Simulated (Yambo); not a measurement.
Yambo run on CdS (zinc blende, space group F-43m, No. 216). The wavefunctions are norm-conserving LDA (Quantum ESPRESSO, 102 Ry, without SOC) ones on a 4×4×4 mesh (13 occupied bands); a = 4.072 Å, b = 4.072 Å, c = 4.072 Å, α = 60.00°, β = 60.00°, γ = 60.00°.

Yambo input:

```
rim_cut
HF_and_locXC
RandQpts= 5000000
RandGvec= 1 Ry
EXXRLvcs= 102 Ry
VXCRLvcs= 408 Ry
% QPkrange
 1 | 1 | 13 | 14 |
%
```

k points by index: 1 = Γ.

Table of the .hf output:

```
#    K-point    Band    Eo [eV]    Ehf [eV]    Vxc [eV]    Vnlxc [eV]
#
    1    13    0.000000    -3.024091    -15.51199    -18.53609
    1    14    0.943459    5.208102    -11.15774    -6.893098
```
Exchange alone, without screening.

Geometry relaxed with LDA.
